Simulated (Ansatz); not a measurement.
Input:

YAl₂:
```
YAl2
1.0
    0.00000     3.90416     3.90416
    3.90416     0.00000     3.90416
    3.90416     3.90416     0.00000
Y Al
2 4
Cartesian
  1.95208   1.95208   1.95208
  0.00000   0.00000   0.00000
  2.92812   4.88020   2.92812
  4.88020   4.88020   4.88020
  4.88020   2.92812   2.92812
  2.92812   2.92812   4.88020
```

This is the PBEsol-relaxed structure.

All from the program Ansatz at the PBEsol level (PAW), unless another level is named. Give the density of states at the Fermi level.

0.68 states/eV per atom (mean over ±0.08 eV).

And the formation energy from the elements (no fitted shifts)?

-0.55 eV/atom.

Space group Fd-3m (cubic Laves (MgCu2 type)). The first step of the workflow began from a Materials Project structure, measured or hypothetical; the Crystallography Open Database copy checked does not list it. Whether it is the stable phase at ambient conditions was not checked. The cell was relaxed with PBEsol under the symmetry of its start; its stability against distortions is not shown here. The run is not spin-polarised. The references are the lowest solids computed at this level, not always the standard phases. Spin–orbit coupling is left out wherever it is not named.

Potentials: the later of the program's two PAW sets.
